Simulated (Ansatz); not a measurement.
Starting structure of a cell relaxation (symmetry kept):

```cif
data_structure
_symmetry_space_group_name_H-M 'F-43m'
_symmetry_Int_Tables_number 216
_cell_length_a 4.5483
_cell_length_b 4.5483
_cell_length_c 4.5483
_cell_angle_alpha 90.000
_cell_angle_beta 90.000
_cell_angle_gamma 90.000
_cell_volume 94.09
loop_
_atom_site_label
_atom_site_type_symbol
_atom_site_symmetry_multiplicity
_atom_site_Wyckoff_symbol
_atom_site_fract_x
_atom_site_fract_y
_atom_site_fract_z
_atom_site_occupancy
B1 B 4 a 0.00000 0.00000 0.00000 1
P1 P 4 d 0.25000 0.25000 0.75000 1
```

Level of theory: DFT PBE+D3(BJ), scalar-relativistic, plane waves, PAW (Ansatz 0.2.0).

Plane waves to 420 eV, a k mesh through Γ of 10×10×10 on the computed 2-atom cell and Gaussian smearing (0.02 eV); no spin polarisation.

**Question.** What does it relax to?

**Answer.** The volume falls by 0.31 Å³/atom to 11.45 Å³/atom, and the energy falls by 4.4 meV/atom. Final structure:
```cif
data_structure
_symmetry_space_group_name_H-M 'F-43m'
_symmetry_Int_Tables_number 216
_cell_length_a 4.5077
_cell_length_b 4.5077
_cell_length_c 4.5077
_cell_angle_alpha 90.000
_cell_angle_beta 90.000
_cell_angle_gamma 90.000
_cell_volume 91.59
loop_
_atom_site_label
_atom_site_type_symbol
_atom_site_symmetry_multiplicity
_atom_site_Wyckoff_symbol
_atom_site_fract_x
_atom_site_fract_y
_atom_site_fract_z
_atom_site_occupancy
B1 B 4 a 0.00000 0.00000 0.00000 1
P1 P 4 d 0.25000 0.25000 0.75000 1
```

Course of the relaxation (steps run on the plane waves of an earlier cell, and the basis is chosen afresh near the end, so energy and pressure can step there; trial steps that raised the energy were taken back; energies are free energies):

```tsv
step	E − E_final (meV/atom)	P (GPa)	V (Å³/atom)
1	4.4	-4.38	11.76
2	0.7	-1.99	11.59
3	-0.2	0.08	11.44
4	-0.2	0.00	11.45
5	0.0	-0.03	11.45
```

Cost: 1 run of about 0.12 core-minutes, on Arm Neoverse V1 (shared hosts).